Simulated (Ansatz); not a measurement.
Input, command and steps of an Ansatz relaxation.

```yaml
crystal:
  lattice:
    - [3.9452550451, 0.0, 0.0]
    - [0.0, 3.9452550451, 0.0]
    - [0.0, 0.0, 3.9452550451]
  atoms:
    - { symbol: Si, position: [0.5, 0.5, 0.5] }
    - { symbol: Cu, position: [0.0, 0.0, 0.0], spin: 0.39 }
    - { symbol: O, position: [0.0, 0.5, 0.5], spin: 0.24 }
    - { symbol: O, position: [0.5, 0.0, 0.5], spin: 0.24 }
    - { symbol: O, position: [0.5, 0.5, 0.0], spin: 0.24 }
basis:
  ecutwfc: 500
kpoints:
  mp_grid: { grid: [4, 4, 4] }
hamiltonian:
  xc: r2scan
scf:
  occupations: { method: gaussian, width: 0.1 }
  lower_state_search: "off"
output:
  forces: true
  stress: true
  eigenvalues: true
  populations: true
magnetization:
  spin_polarized: true
relax:
  adjacent_minimum: "off"
  f_tol: 0.04
  max_steps: 70
  cell: { stress_tol: 0.4 }
```

```bash
ansatz run input.yaml --threads 1 --pin off --max-ram 2560MiB --backend cpu --events-out ev --progress --plain --runs-dir out
```

These are results of DFT r2SCAN, scalar-relativistic, plane waves, PAW (Ansatz), not measurements.

Of 6 frames 6 are shown, positions in Å and forces in eV/Å; the SCF threshold varies from step to step. Steps run on the plane waves of an earlier cell, with a Pulay correction in the pressure. The basis is chosen afresh for the last frame, the zero of the energies, and at times for earlier ones too; energy and pressure can step there, also at an unchanged geometry. Here that happened at step 6 (3 meV/atom, 0.0 GPa); frames between the last choice of the basis and such a step carry an error that grows, as the cell changes, to that size.

```xyz
5
Lattice="3.9453 0.0000 0.0000 0.0000 3.9453 0.0000 0.0000 0.0000 3.9453" Properties=species:S:1:pos:R:3:forces:R:3 pbc="T T T" step=1 free_energy_over_end_meV_per_atom=672.68 pressure_GPa=-41.64
Si    1.9726    1.9726    1.9726    0.0000    0.0000    0.0000
Cu    0.0000    0.0000    0.0000    0.0000    0.0000    0.0000
O     0.0000    1.9726    1.9726    0.0000    0.0000    0.0000
O     1.9726    0.0000    1.9726    0.0000    0.0000    0.0000
O     1.9726    1.9726    0.0000    0.0000    0.0000    0.0000
5
Lattice="3.7529 0.0000 0.0000 0.0000 3.7529 0.0000 0.0000 0.0000 3.7529" Properties=species:S:1:pos:R:3:forces:R:3 pbc="T T T" step=2 free_energy_over_end_meV_per_atom=257.00 pressure_GPa=-34.21
Si    1.8765    1.8765    1.8765    0.0000    0.0000    0.0000
Cu    0.0000    0.0000    0.0000    0.0000    0.0000    0.0000
O     0.0000    1.8765    1.8765    0.0000    0.0000    0.0000
O     1.8765    0.0000    1.8765    0.0000    0.0000    0.0000
O     1.8765    1.8765    0.0000    0.0000    0.0000    0.0000
5
Lattice="3.5606 0.0000 0.0000 0.0000 3.5606 0.0000 0.0000 0.0000 3.5606" Properties=species:S:1:pos:R:3:forces:R:3 pbc="T T T" step=3 free_energy_over_end_meV_per_atom=15.81 pressure_GPa=-12.01
Si    1.7803    1.7803    1.7803    0.0000    0.0000    0.0000
Cu    0.0000    0.0000    0.0000    0.0000    0.0000    0.0000
O     0.0000    1.7803    1.7803    0.0000    0.0000    0.0000
O     1.7803    0.0000    1.7803    0.0000    0.0000    0.0000
O     1.7803    1.7803    0.0000    0.0000    0.0000    0.0000
5
Lattice="3.4717 0.0000 0.0000 0.0000 3.4717 0.0000 0.0000 0.0000 3.4717" Properties=species:S:1:pos:R:3:forces:R:3 pbc="T T T" step=4 free_energy_over_end_meV_per_atom=1.25 pressure_GPa=6.37
Si    1.7359    1.7359    1.7359    0.0000    0.0000    0.0000
Cu    0.0000    0.0000    0.0000    0.0000    0.0000    0.0000
O     0.0000    1.7359    1.7359    0.0000    0.0000    0.0000
O     1.7359    0.0000    1.7359    0.0000    0.0000    0.0000
O     1.7359    1.7359    0.0000    0.0000    0.0000    0.0000
5
Lattice="3.4989 0.0000 0.0000 0.0000 3.4989 0.0000 0.0000 0.0000 3.4989" Properties=species:S:1:pos:R:3:forces:R:3 pbc="T T T" step=5 free_energy_over_end_meV_per_atom=-2.51 pressure_GPa=0.05
Si    1.7495    1.7495    1.7495    0.0000    0.0000    0.0000
Cu    0.0000    0.0000    0.0000    0.0000    0.0000    0.0000
O     0.0000    1.7495    1.7495    0.0000    0.0000    0.0000
O     1.7495    0.0000    1.7495    0.0000    0.0000    0.0000
O     1.7495    1.7495    0.0000    0.0000    0.0000    0.0000
5
Lattice="3.4989 0.0000 0.0000 0.0000 3.4989 0.0000 0.0000 0.0000 3.4989" Properties=species:S:1:pos:R:3:forces:R:3 pbc="T T T" step=6 free_energy_over_end_meV_per_atom=0.00 pressure_GPa=0.06
Si    1.7495    1.7495    1.7495    0.0000    0.0000    0.0000
Cu    0.0000    0.0000    0.0000    0.0000    0.0000    0.0000
O     0.0000    1.7495    1.7495    0.0000    0.0000    0.0000
O     1.7495    0.0000    1.7495    0.0000    0.0000    0.0000
O     1.7495    1.7495    0.0000    0.0000    0.0000    0.0000
```

The start puts this composition into another compound's structure type, which needn't suit it. The cell shrinks from 12.3 to 8.6 Å³ an atom, so the end can be far from any stable crystal. At the end the space group is Pm-3m (tolerance 0.05 Å).

It took 45 s on 1 thread of Arm Neoverse V2 (shared host), peak memory 0.46 GiB.

The state reached may not be the lowest one. The k mesh is coarse.